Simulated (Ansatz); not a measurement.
SiGe₃:
```cif
data_Ge3Si
_chemical_formula_sum 'Si1 Ge3'
_space_group_name_H-M_alt 'P 1'
_space_group_IT_number 1
_cell_length_a 3.96671
_cell_length_b 3.96671
_cell_length_c 5.60008
_cell_angle_alpha 90.000
_cell_angle_beta 90.000
_cell_angle_gamma 90.000
loop_
_space_group_symop_operation_xyz
  'x, y, z'
loop_
_atom_site_label
_atom_site_type_symbol
_atom_site_fract_x
_atom_site_fract_y
_atom_site_fract_z
_atom_site_occupancy
Si1 Si 0.00000 0.00000 0.00000 1
Ge1 Ge 0.50000 0.00000 0.24435 1
Ge2 Ge 0.50000 0.50000 0.50000 1
Ge3 Ge 0.00000 0.50000 0.75565 1
```

Relaxed with r²SCAN.

Task: Tabulate the valence density and the electron localisation function along the shortest Ge–Ge contact (2.45 Å), r²SCAN (plane waves, PAW; program Ansatz).

Result: 

```csv
distance from Ge (Å),density (e/Å³),ELF
0.24,27.57,0.18
0.37,13.60,0.14
0.49,5.38,0.18
0.61,2.00,0.29
0.73,0.96,0.42
0.86,0.68,0.55
0.98,0.58,0.66
1.10,0.54,0.76
1.22,0.52,0.80
1.35,0.54,0.76
1.47,0.58,0.67
1.59,0.68,0.55
1.71,0.96,0.43
1.83,2.01,0.30
1.96,5.38,0.19
2.08,13.60,0.14
2.20,27.54,0.20
```

The density is the valence pseudo-density with augmentation charge, so density and ELF within about 1 Å of a nucleus are not all-electron values.

Space group P-4m2. The start of the workflow was typed in or built on a structure type; neither database checked (COD, Materials Project) lists it. Its standing as an ambient phase is unchecked. The r²SCAN relaxation kept the symmetry of its start; whether a distortion lowers the energy is not shown.

Potentials: the earlier of the program's two PAW sets.
